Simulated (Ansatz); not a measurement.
## Does relaxation matter for the field gradients of ZnS with Cl replacing S?

Start: a supercell of ZnS (wurtzite type, P6_3mc) built from an entry of the Crystallography Open Database (COD), with all atoms left at the host's positions.

Space group P3m1 (No. 156); a = 7.6220, c = 12.4680 Å, γ = 120.00°.

```
site  Wyckoff  site symmetry       x       y       z
 Zn1       1a            3m.  0.0000  0.0000  0.0000
 Zn2       1a            3m.  0.0000  0.0000  0.5000
 Zn3       3d            .m.  0.0000  0.5000  0.0000
 Zn4       3d            .m.  0.0000  0.5000  0.5000
 Zn9       3d            .m.  0.1667  0.8333  0.2500
Zn10       3d            .m.  0.1667  0.8333  0.7500
Zn15       1c            3m.  0.6667  0.3333  0.2500
Zn16       1c            3m.  0.6667  0.3333  0.7500
  Cl       1a            3m.  0.0000  0.0000  0.1925
 S18       1a            3m.  0.0000  0.0000  0.6925
 S19       3d            .m.  0.0000  0.5000  0.1925
 S20       3d            .m.  0.0000  0.5000  0.6925
 S25       3d            .m.  0.1667  0.8333  0.4425
 S26       3d            .m.  0.1667  0.8333  0.9425
 S31       1c            3m.  0.6667  0.3333  0.4425
 S32       1c            3m.  0.6667  0.3333  0.9425
```

One atom of each set is listed.

Computed with Ansatz: DFT, PBE, plane waves and PAW, scalar-relativistic, 420 eV cutoff, Γ-centred 3×3×2 k-points, Fermi–Dirac smearing 0.01 eV, cell charge +1.

The largest force at the start is 1.6 eV/Å. Relaxing the ions at fixed cell moves them by 0.230 Å at most (atom 1, Zn) and 0.084 Å rms.

```csv
site,moved (Å),first shell before,first shell after,V_zz before (10²¹ V/m²),η before
Zn1,0.230,"3 S at 2.31 Å, 1 Cl at 2.40 Å","3 S at 2.28 Å, 1 Cl at 2.60 Å",7.96,0.00
Zn2,0.046,4 S at 2.31–2.40 Å,4 S at 2.33 Å,1.44,0.00
Zn3,0.018,4 S at 2.31–2.40 Å,4 S at 2.31–2.35 Å,2.41,0.14
Zn4,0.060,4 S at 2.31–2.40 Å,4 S at 2.32–2.34 Å,1.39,0.26
Zn9,0.205,"3 S at 2.31–2.40 Å, 1 Cl at 2.31 Å","3 S at 2.28–2.31 Å, 1 Cl at 2.53 Å",5.27,0.24
Zn10,0.014,4 S at 2.31–2.40 Å,4 S at 2.32–2.36 Å,2.65,0.00
Zn15,0.101,4 S at 2.31–2.40 Å,4 S at 2.30–2.34 Å,0.91,0.00
Zn16,0.013,4 S at 2.31–2.40 Å,4 S at 2.33–2.34 Å,2.13,0.00
Cl,0.034,4 Zn at 2.31–2.40 Å,4 Zn at 2.53–2.60 Å,-2.23,0.00
S18,0.027,4 Zn at 2.31–2.40 Å,4 Zn at 2.33 Å,-0.027,0.00
S19,0.058,4 Zn at 2.31–2.40 Å,4 Zn at 2.31–2.35 Å,3.27,0.61
S20,0.022,4 Zn at 2.31–2.40 Å,4 Zn at 2.32–2.33 Å,-0.11,0.34
S25,0.018,4 Zn at 2.31–2.40 Å,4 Zn at 2.28–2.34 Å,1.76,0.15
S31,0.003,4 Zn at 2.31–2.40 Å,4 Zn at 2.30–2.33 Å,-0.10,0.00
S32,0.044,4 Zn at 2.31–2.40 Å,4 Zn at 2.31–2.34 Å,-0.87,0.00
```

**Question.** How do the gradients change?

**Answer.** 

| site | V_zz after | η after | change of V_zz |
| --- | --- | --- | --- |
| Zn1 | 10.33 | 0.00 | +2.37 |
| Zn2 | -0.60 | 0.00 | -2.04 |
| Zn3 | 1.05 | 0.71 | -1.36 |
| Zn4 | -0.77 | 0.67 | -2.16 |
| Zn9 | 8.89 | 0.12 | +3.62 |
| Zn10 | 1.01 | 0.41 | -1.64 |
| Zn15 | -1.79 | 0.00 | -2.70 |
| Zn16 | 0.67 | 0.00 | -1.46 |
| Cl | -1.02 | 0.00 | +1.21 |
| S18 | 0.75 | 0.00 | +0.77 |
| S19 | -1.31 | 0.40 | – |
| S20 | 0.38 | 0.25 | – |
| S25 | 1.79 | 0.19 | +0.03 |
| S31 | 0.82 | 0.00 | +0.92 |
| S32 | -0.33 | 0.00 | +0.54 |

The largest change of V_zz along a kept axis is on Zn9, from 5.27 to 8.89. In per cent, |V_zz| changes by -69 to +69 on Zn, -54 on Cl, -62 to +1 on S (all sites that start above 0.5, bar those whose gradient vanishes or changes sign or whose main axis turns by over 40°). Where |V_zz| stays above 0.1 and the axes keep their order, η moves most on Zn3, from 0.14 to 0.71. On Zn9, Zn4 V_xx and V_yy change places (or their axes turn by over 50°), so the two values of η hide a larger change. V_zz changes sign on Zn2 (same axis), Zn4 (axis turned by 14°), Zn15 (same axis), S31 (same axis), S18 (same axis). On S19, S20 the largest principal value lies along another axis in the second run, so the two V_zz can't be compared directly. The table leaves out 1 of the 16 sites, with |V_zz| up to 1.79; their tensors move by 1.26 at most along any direction. The statements above cover all sites. The host's own positions weren't relaxed first, so part of the change far from the defect can be the host's relaxation.

The defect repeats with the cell of 32 atoms, so it feels its images: sites between two images don't show the values beside a lone defect, and zeros or small values of η there can come from the images' arrangement. S and Zn carry a gradient in the pure host already, so the values there aren't the defect's effect alone. A uniform background compensates the cell's charge.
Before: The neighbours have not yet relaxed around the defect (largest force 1.6 eV/Å), so a real crystal will differ.
After: The relaxation keeps the site symmetry 3m of the start, so the impurity can move only along its axis; a start off the site could end lower.
